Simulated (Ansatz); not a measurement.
HfGeO3 in space group P4mm (No. 99; Hf on 1b, Ge on 1a, O on 2c, O on 1b), DFT-r²SCAN in the program Ansatz with PAW potentials. The conduction-band minimum lies at Z, with 1 equivalent valley. Second derivatives d²E/dk² of the lowest band at one valley (eV·Å²), along Cartesian directions:

```csv
direction,d²E/dk²
[100],14.00
[010],14.00
[001],16.38
[110],14.00
[101],15.19
[011],15.19
```

Q: Find the principal effective masses, the density-of-states mass and the conductivity mass.

A: Off-diagonal terms follow from H_xy = H[110] − (H_xx + H_yy)/2, and m*/mₑ = 7.620 eV·Å² over each eigenvalue: 0.47, 0.54, 0.54. One valley's DOS mass (m₁m₂m₃)^(1/3) = 0.52, conductivity mass 3/(Σ 1/mᵢ) = 0.52 mₑ.

Q: What effective density of states Nc follows at 300 K for parabolic valleys?

A: Nc = 2.509e19 × 1 × (0.52)^(3/2) ≈ 9.4e18 cm⁻³.

The start of the workflow was typed in or built on a structure type; neither database checked (COD, Materials Project) lists it. Its standing as an ambient phase is unchecked. Symmetry was held in the r²SCAN relaxation; its stability against distortions is not shown here. No spin polarisation was allowed. Spin–orbit coupling is left out wherever it is not named.

Potentials: the later of the program's two PAW sets.

Edges and masses are those of Kohn–Sham bands, whose gap is no quasiparticle gap.
